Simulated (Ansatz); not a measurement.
GaN:
Space group Pnma (No. 62); a = 6.0639 Å, b = 3.2955 Å, c = 5.4094 Å, α = β = γ = 90.00°

```
atom  site  symmetry       x       y       z
----  ----  --------  ------  ------  ------
Ga      4c       .m.  0.1679  0.2500  0.4023
N       4c       .m.  0.3283  0.2500  0.1003
```

Relaxed with PBE (plane waves, PAW; program Ansatz). Indices refer to the conventional cell of Pnma, a = 6.0639 Å, b = 3.2955 Å, c = 5.4094 Å, α = β = γ = 90.00°.

Simulate the powder diffraction pattern (Cu Kα, λ = 1.54184 Å; lines above 1 %) up to 2θ = 90°.

Simulated powder pattern, Cu Kα, λ = 1.54184 Å (kinematic, ideal powder, no thermal factors, no anomalous dispersion; the 30 strongest lines at most, above 1 %, up to 2θ = 90°):

| 2θ (°) | d (Å) | I/Imax (%) | hkl |
|---|---|---|---|
| 22.02 | 4.037 | 100 | (101) |
| 29.46 | 3.032 | 40 | (200) |
| 31.80 | 2.814 | 80 | (011) |
| 33.12 | 2.705 | 12 | (002) |
| 33.89 | 2.645 | 23 | (201) |
| 35.15 | 2.553 | 87 | (111) |
| 36.37 | 2.470 | 52 | (102) |
| 40.43 | 2.231 | 44 | (210) |
| 43.89 | 2.063 | 17 | (211) |
| 45.91 | 1.977 | 35 | (112) |
| 48.05 | 1.893 | 47 | (301) |
| 53.22 | 1.721 | 4.8 | (212) |
| 55.79 | 1.648 | 22 | (020) |
| 58.33 | 1.582 | 35 | (013) |
| 59.66 | 1.550 | 14 | (203) |
| 60.71 | 1.526 | 11 | (121) |
| 64.08 | 1.453 | 49 | (312) |
| 64.35 | 1.448 | 7.4 | (220) |
| 66.69 | 1.402 | 12 | (213) |
| 66.90 | 1.399 | 6.8 | (221) |
| 68.08 | 1.377 | 10 | (410) |
| 68.45 | 1.371 | 17 | (122) |
| 69.51 | 1.352 | 6.5 | (004) |
| 76.66 | 1.243 | 21 | (321) |
| 83.27 | 1.160 | 5.4 | (403) |
| 83.61 | 1.157 | 6.5 | (214) |
| 86.14 | 1.129 | 9.6 | (223) |
| 87.61 | 1.114 | 6.6 | (511) |
| 88.32 | 1.107 | 4.2 | (502) |
| 89.56 | 1.094 | 4.2 | (413) |

The start of the workflow was typed in or built on a structure type; neither database checked (COD, Materials Project) lists it. It is not the phase usual at ambient conditions (space group No. 186, 216). The PBE relaxation kept the symmetry of its start; its stability against distortions is not shown here. The volume moved by 31 % from the start of the relaxation.

Potentials: the later of the program's two PAW sets.
